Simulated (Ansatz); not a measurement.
YAs (rock salt, space group No. 225), DFT-PBE in the program Ansatz with PAW potentials, all energies at zero smearing, with the estimated change up to a 700 eV cutoff added, with one set of potentials and settings (totals compare only within such a set). Cell of 2 atoms (1 Y, 1 As): -8707.945 eV.

```
element                reference phase  E (eV/atom)
-------  -----------------------------  -----------
Y        P6_3/mmc, 2 atoms in the cell   -3848.6668
As           R-3m, 2 atoms in the cell   -4856.1377
```

Formation energy per atom, worked out: (-8707.945 − 1×(-3848.6668) − 1×(-4856.1377))/2 = -1.570 eV/atom (-152 kJ per mol of atoms), at 0 K, without zero-point energy or fitted corrections.

Space group Fm-3m (rock salt). The workflow started from an entry of the Crystallography Open Database (COD). Its standing as an ambient phase is unchecked. The PBE relaxation kept the symmetry of its start; its stability against distortions is not shown here. The run is not spin-polarised. The references are the lowest solids computed at this level, not always the standard phases.

Potentials: the later of the program's two PAW sets.
